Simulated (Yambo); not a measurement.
Yambo run on MgZn$_{3}$S$_{4}$ (space group P-43m, No. 215). The wavefunctions are LDA (pw.x of Quantum ESPRESSO, ONCV potentials, scalar-relativistic) ones on a 2×2×2 mesh (47 occupied bands); a = 5.4548 Å, b = 5.4548 Å, c = 5.4548 Å, α = 90.00°, β = 90.00°, γ = 90.00°.

Yambo input:

```
rim_cut
gw0
dyson
el_el_corr
HF_and_locXC
ppa
em1d
RandQpts= 1000000
RandGvec= 1 Ry
EXXRLvcs= 84 Ry
VXCRLvcs= 336 Ry
Chimod= "HARTREE"
% BndsRnXp
 17 | 154 |
%
NGsBlkXp= 8 Ry
% LongDrXp
 1.0 | 1.0 | 1.0 |
%
PPAPntXp= 27.2114 eV
% GbndRnge
 1 | 317 |
%
GTermKind= "BG"
DysSolver= "n"
ExtendOut
% QPkrange
 1 | 1 | 47 | 48 |
%
```

k points by index: 1 = Γ.

The o-*.qp file then holds:

```
#    K-point    Band    Eo [eV]    E [eV]    E-Eo [eV]    Vxc [eV]    Vnlxc [eV]    Sc|Eo [eV]    Sc|E [eV]    dSc/dw|Eo [eV]    Re(Z)    Im(Z)
#
    1    47    0.000000    -0.791003    -0.791003    -15.71400    -19.01538    2.288069    2.510373    -7.646388    0.780638    -0.001473
    1    48    2.132023    2.912995    0.780972    -11.58062    -6.995086    -3.617569    -3.804566    -6.514499    0.806837    -0.001388
```
(The two width columns are left out.) Convergence of these settings isn't established.

Geometry of the Materials Project entry, not relaxed at this level.

The structure is a Materials Project entry; no match was found in the copy of COD used, and its stability was not checked.
